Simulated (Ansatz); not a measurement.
Consider the following.

As:
Space group Fd-3m, origin choice 1 (No. 227); a = b = c = 6.001 Å, α = β = γ = 90.00°

```csv
atom,site,symmetry,x,y,z
As,8b,-43m,0.5000,0.5000,0.5000
```
(The calculation used a cell of 2 atoms; values per cell refer to that cell.)

This is the PBEsol-relaxed structure.

All from DFT-PBEsol in the program Ansatz with PAW potentials, unless another level is named. Predict the electronic character.

metallic (no gap).

Give the density of states at the Fermi level.

0.52 states/eV per atom (mean over ±0.08 eV).

Next, the gap with spin–orbit coupling?

none (metallic).

The start of the workflow was typed in or built on a structure type; neither database checked (COD, Materials Project) lists it. It is not the phase usual at ambient conditions (space group No. 166). Symmetry was held in the PBEsol relaxation. At this level the phase is mechanically unstable. Scalar-relativistic: spin–orbit coupling is off unless named, which matters more the heavier the elements.

Potentials: the later of the program's two PAW sets.
